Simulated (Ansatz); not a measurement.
Values for one crystal, relaxed and computed with plane-wave PAW PBEsol (Ansatz code); other levels are named.

```yaml
volume_per_atom: 13.77 Å³
electronic_character: metallic (no gap)
Pressure derivative B′: 5.1
Density of states at the Fermi level: 0.92 states/eV per atom (mean over ±0.08 eV)
Formation energy from the elements (no fitted shifts): 0.065 eV/atom
Bulk modulus (Birch–Murnaghan fit): 272 GPa
```

Which compound is it?
A. CoPtW, P3m1 (Co on 1a, Pt on 1b, W on 1c)
B. FeCo, Fd-3m (Fe on 8b, Co on 8a)
C. CoBi3, Pnma (Co on 4c, Bi on 4c, Bi on 4c, Bi on 4c)
D. ZrW2, cubic Laves (MgCu2 type)

A, CoPtW, P3m1 (Co on 1a, Pt on 1b, W on 1c)

The start of the workflow was typed in or built on a structure type; neither database checked (COD, Materials Project) lists it. Its standing as an ambient phase is unchecked. The cell was relaxed with PBEsol under the symmetry of its start; its stability against distortions is not shown here. Magnetic state: ferromagnetic, chosen from 4 collinear starts compared on coarse meshes (ties went to the first, and starts can fall back to one state), not a proven ground state. The references are the lowest solids computed at this level, not always the standard phases. Spin–orbit coupling is left out wherever it is not named.

Potentials: the later of the program's two PAW sets.
